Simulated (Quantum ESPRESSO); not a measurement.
## Mo6ZrZn (input and log of a self-consistent run)

Simulated, not a measurement. The program is pw.x of Quantum ESPRESSO 7.5 (plane-wave density functional theory). The cell is made up: eight metal atoms on a face-centred cubic lattice, with elements, volume, strain and displacements drawn at random and not relaxed, so it may be unstable or far from any real phase. PseudoDojo standard norm-conserving files set the functional (PBE unless stated); there is no spin polarisation or spin-orbit coupling, the Fermi-Dirac width of 0.25 eV means electrons at about 2900 K, and the masses in the input are unused placeholders. A spin test at this wide smearing found no moment, but such smearing suppresses magnetism that the real alloy may have.

Input:

```
&control calculation='scf', pseudo_dir='./dojo.nc.sr.pbe.v0_5.standard.upf', outdir='./o', disk_io='minimal', tprnfor=.true., tstress=.true. /
&system ibrav=0, nat=8, ntyp=3, nbnd=75, ecutwfc=84.00895049, nosym=.true., tot_charge=0,
 occupations='smearing', smearing='fd', degauss=0.0183746611
/
&electrons conv_thr=1.470e-08, electron_maxstep=70, mixing_beta=0.5 /
ATOMIC_SPECIES
Mo 1.0 Mo.upf
Zn 1.0 Zn.upf
Zr 1.0 Zr.upf
CELL_PARAMETERS angstrom
2.0125 3.9201 1.9442
-0.0817 4.0413 -4.0493
-4.0605 3.9996 -0.1234
ATOMIC_POSITIONS angstrom
Mo -0.0652 -0.0383 0.0269
Zr -1.962 2.1242 0.0695
Mo -0.0481 2.0028 -2.0141
Zn -2.0731 4.0111 -2.0727
Mo 0.0544 4.0087 -0.0887
Mo -2.1243 5.9 -0.1514
Mo -0.0582 5.9236 -2.0895
Mo -2.0157 8.0617 -2.1743
K_POINTS automatic
5 5 5 1 1 1
```

The log is shortened where brackets say so; the opening notice, blank lines, dates and the lines on written files are dropped, and the path of the files is cut. It prints rydbergs, bohrs and kilobars, and counts compression as positive stress. Its total energy is the free energy E - TS of the whole cell.

```
     Program PWSCF v.7.5
     Parallel version (MPI & OpenMP), running on       4 processor cores
     Number of MPI processes:                 4
     Threads/MPI process:                     1
     [start-up lines left out]
     bravais-lattice index     =            0
     lattice parameter (alat)  =       9.1016  a.u.
     unit-cell volume          =     858.8868 (a.u.)^3
     number of atoms/cell      =            8
     number of atomic types    =            3
     number of electrons       =       116.00
     number of Kohn-Sham states=           75
     kinetic-energy cutoff     =      84.0090  Ry
     charge density cutoff     =     336.0358  Ry
     scf convergence threshold =      1.5E-08
     mixing beta               =       0.5000
     number of iterations used =            8  plain     mixing
     Exchange-correlation= PBE
                           (   1   4   3   4   0   0   0)
     [axes and pseudopotential details left out]
   Cartesian axes
     site n.     atom                  positions (alat units)
         1        Mo     tau(   1) = (  -0.0135372  -0.0079521   0.0055851  )
         2        Zr     tau(   2) = (  -0.4073622   0.4410391   0.0144300  )
         3        Mo     tau(   3) = (  -0.0099868   0.4158333  -0.4181795  )
         4        Zn     tau(   4) = (  -0.4304294   0.8328086  -0.4303464  )
         5        Mo     tau(   5) = (   0.0112949   0.8323103  -0.0184164  )
         6        Mo     tau(   6) = (  -0.4410599   1.2249933  -0.0314346  )
         7        Mo     tau(   7) = (  -0.0120838   1.2298933  -0.4338345  )
         8        Mo     tau(   8) = (  -0.4185117   1.6738184  -0.4514412  )
     number of k points=    63  Fermi-Dirac smearing, width (Ry)=  0.0184
                       cart. coord. in units 2pi/alat
        k(    1) = (   0.0008548   0.1213552   0.0021553), wk =   0.0320000
        k(    2) = (  -0.1787511   0.1818302   0.0661347), wk =   0.0320000
     [further k points left out]
     Dense  grid:    89329 G-vectors     FFT dimensions: (  54,  64,  64)
     Estimated max dynamical RAM per process >     356.33 MB
     Estimated total dynamical RAM >       1.33 GB
     Initial potential from superposition of free atoms
     starting charge     115.9889, renormalised to     116.0000
     Starting wfcs are   80 randomized atomic wfcs
     total cpu time spent up to now is        9.0 secs
     per-process dynamical memory:   296.3 Mb
     Self-consistent Calculation
     iteration #  1     ecut=    84.01 Ry     beta= 0.50
     Davidson diagonalization with overlap
     ethr =  1.00E-02,  avg # of iterations =  2.6
     total cpu time spent up to now is       30.0 secs
     total energy              =   -1361.76312125 Ry
     estimated scf accuracy    <       1.74580807 Ry
     iteration #  2     ecut=    84.01 Ry     beta= 0.50
     Davidson diagonalization with overlap
     ethr =  1.51E-03,  avg # of iterations =  5.9
     total cpu time spent up to now is       52.4 secs
     total energy              =   -1361.67962561 Ry
     estimated scf accuracy    <       5.97865586 Ry
     iteration #  3     ecut=    84.01 Ry     beta= 0.50
     Davidson diagonalization with overlap
     ethr =  1.51E-03,  avg # of iterations =  2.9
     total cpu time spent up to now is       71.6 secs
     total energy              =   -1362.23626389 Ry
     estimated scf accuracy    <       2.70721786 Ry
     iteration #  4     ecut=    84.01 Ry     beta= 0.50
     Davidson diagonalization with overlap
     ethr =  1.51E-03,  avg # of iterations =  2.0
     total cpu time spent up to now is       88.8 secs
     total energy              =   -1362.48030432 Ry
     estimated scf accuracy    <       0.10421021 Ry
     iteration #  5     ecut=    84.01 Ry     beta= 0.50
     Davidson diagonalization with overlap
     ethr =  8.98E-05,  avg # of iterations =  6.4
     total cpu time spent up to now is      113.9 secs
     total energy              =   -1362.48007686 Ry
     estimated scf accuracy    <       0.26868894 Ry
     [iterations 6 to 13 left out]
     iteration # 14     ecut=    84.01 Ry     beta= 0.50
     Davidson diagonalization with overlap
     ethr =  1.12E-08,  avg # of iterations =  1.6
     total cpu time spent up to now is      276.5 secs
     total energy              =   -1362.51502152 Ry
     estimated scf accuracy    <       0.00000163 Ry
     iteration # 15     ecut=    84.01 Ry     beta= 0.50
     Davidson diagonalization with overlap
     ethr =  1.41E-09,  avg # of iterations =  2.0
     total cpu time spent up to now is      294.8 secs
     total energy              =   -1362.51502175 Ry
     estimated scf accuracy    <       0.00000043 Ry
     iteration # 16     ecut=    84.01 Ry     beta= 0.50
     Davidson diagonalization with overlap
     ethr =  3.68E-10,  avg # of iterations =  2.0
     total cpu time spent up to now is      312.4 secs
     total energy              =   -1362.51502179 Ry
     estimated scf accuracy    <       0.00000003 Ry
     iteration # 17     ecut=    84.01 Ry     beta= 0.50
     Davidson diagonalization with overlap
     ethr =  2.38E-11,  avg # of iterations =  4.8
     total cpu time spent up to now is      334.8 secs
     total energy              =   -1362.51502179 Ry
     estimated scf accuracy    <       0.00000009 Ry
     iteration # 18     ecut=    84.01 Ry     beta= 0.50
     Davidson diagonalization with overlap
     ethr =  2.38E-11,  avg # of iterations =  2.0
     total cpu time spent up to now is      353.6 secs
     End of self-consistent calculation
     [lines on levels left out]
!    total energy              =   -1362.51502180 Ry
     estimated scf accuracy    <          4.8E-09 Ry
     smearing contrib. (-TS)   =      -0.12653839 Ry
     internal energy E=F+TS    =   -1362.38848341 Ry
     The total energy is F=E-TS. E is the sum of the following terms:
     one-electron contribution =    -419.53593672 Ry
     hartree contribution      =     277.20929283 Ry
     xc contribution           =    -189.01675596 Ry
     ewald contribution        =   -1031.04508357 Ry
     convergence has been achieved in  18 iterations
     Forces acting on atoms (cartesian axes, Ry/au):
     atom    1 type  1   force =     0.00716402   -0.00891231   -0.00933294
     atom    2 type  3   force =    -0.02530827   -0.01395505   -0.03994371
     atom    3 type  1   force =    -0.00212280    0.00501889    0.00577352
     atom    4 type  2   force =    -0.00967029   -0.01315064   -0.00080145
     atom    5 type  1   force =     0.00168388    0.00911679   -0.02070154
     atom    6 type  1   force =     0.00636038    0.00847470   -0.01837477
     atom    7 type  1   force =     0.01694292    0.01614814    0.03815402
     atom    8 type  1   force =     0.00495015   -0.00274053    0.04522687
     Total force =     0.089578     Total SCF correction =     0.000207
     Computing stress (Cartesian axis) and pressure
          total   stress  (Ry/bohr**3)                   (kbar)     P=       88.94
   0.00071803   0.00008112  -0.00004113          105.63       11.93       -6.05
   0.00008112   0.00050236   0.00009405           11.93       73.90       13.83
  -0.00004113   0.00009405   0.00059346           -6.05       13.83       87.30
     init_run     :      8.35s CPU      8.86s WALL (       1 calls)
     electrons    :    333.49s CPU    344.61s WALL (       1 calls)
     forces       :      2.91s CPU      2.94s WALL (       1 calls)
     stress       :      9.39s CPU      9.46s WALL (       1 calls)
     [timing details left out]
     PWSCF        :   5m54.32s CPU   6m 6.12s WALL
     JOB DONE.
```

In other units: free energy -18537.961 eV for the cell, pressure 8.89 GPa, largest force component 1.163 eV/Å in size. The run took 368 s of wall time with four MPI processes on a shared machine (AMD EPYC, older, virtual cores), so the time is rough. A rerun of this cell at a higher cutoff and on a denser mesh moved values by no more than 0.006 eV in energy, 0.05 GPa in stress and 0.010 eV/Å in force, and a second program with other atomic files agreed on that cell to 2 % rms in force and 0.5 GPa in pressure.